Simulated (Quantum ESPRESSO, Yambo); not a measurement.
**Levels of theory for the gap of Ba$_{2}$LuNbO$_{6}$**

Ba2LuNbO6 (space group Fm-3m, No. 225): one geometry, one set of PBEsol (Quantum ESPRESSO, PseudoDojo norm-conserving, 100 Ry, without SOC) orbitals, self-energies from Yambo (2×2×2 Γ-centred k mesh, bands 3 to 232 and a 7 Ry block in the screening, 232 bands in G with the Bruneval-Gonze terminator, plasmon pole fitted at 27.2 eV).

The geometry is that of Materials Project entry mp-12644, symmetrised and not relaxed again.

```
level                                                        gap Γ → Γ (eV)                   rough Yambo cost
-----------------------------------------------------------  --------------  ---------------------------------
PBEsol (Quantum ESPRESSO)                                              2.83                                  –
exchange only (Hartree-Fock self-energy on PBEsol orbitals)           12.42               about 1/7 (6 states)
static COHSEX@PBEsol                                                   4.31  within a factor of two (2 states)
G0W0@PBEsol, plasmon pole                                              3.57                       1 (6 states)
```

Bare exchange has no screening and gives the widest gap; static COHSEX screens it but leaves out the frequency dependence, which G0W0 restores.

Costs are rough ratios of core time on shared machines.

Nearest settings tried, and what they do to the gap: 3 Ry block (113 vectors against 339): -64 meV. Not varied: bands in G, bands in W, mesh. So the settings aren't converged at that level. The k mesh is coarse.

Spin-orbit splittings are left out. The 4f states are in the valence at their DFT position.

The structure is a Materials Project entry; no match was found in the copy of COD used, and its stability was not checked.
